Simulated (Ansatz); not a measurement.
Se:
```
Se
1.0
    5.35060     3.08917     1.52439
   -5.35060     3.08917     1.52439
    0.00000    -6.17834     1.52439
Se
6
Cartesian
  0.72362   4.16527   2.47241
 -0.72362  -4.16527   2.10075
 -3.96904  -1.45596   2.47241
  3.96904   1.45596   2.10075
  3.24542  -2.70931   2.47241
 -3.24542   2.70931   2.10075
```

Relaxed with PBEsol. Special points in fractions of this cell's reciprocal vectors: Γ (0.000, 0.000, 0.000); L (0.500, 0.000, 0.000); T (0.500, -0.500, 0.500); P0 (0.207, -0.793, 0.207); P2 (0.207, 0.207, 0.207); F (0.500, -0.500, 0.000).

### Question
List the band energies nearest the valence-band maximum at these points for DFT-PBEsol in the program Ansatz with PAW potentials.

### Answer
In eV from the valence-band maximum; about four levels below and three above (degenerate sets whole), none deeper than 8.9 eV; points with the same levels are listed once.

```csv
k,below,above
Γ,-1.05 -1.05 -0.55 -0.55,2.05 2.05 2.32
L,-1.37 -0.93 -0.37 -0.02,1.42 1.61 2.50
T,-1.84 -1.84 -1.18 -1.18 -0.69,1.45 1.47 1.47
P0,-1.43 -1.43 -1.02 -0.73 -0.73,1.41 2.15 2.15
F,-1.55 -1.52 -1.21 -0.11,1.13 1.43 1.85
```

Space group R-3. The first step of the workflow began from a Materials Project structure, measured or hypothetical; the Crystallography Open Database files this formula in space group No. 148, but the cells were not matched. It is not the phase usual at ambient conditions (space group No. 152). The cell was relaxed with PBEsol under the symmetry of its start; whether a distortion lowers the energy is not shown. A crystal of weakly bound molecules computed without a dispersion correction: the cell and the soft elastic constants depend strongly on that. Spin–orbit coupling is left out wherever it is not named.

Potentials: the later of the program's two PAW sets.
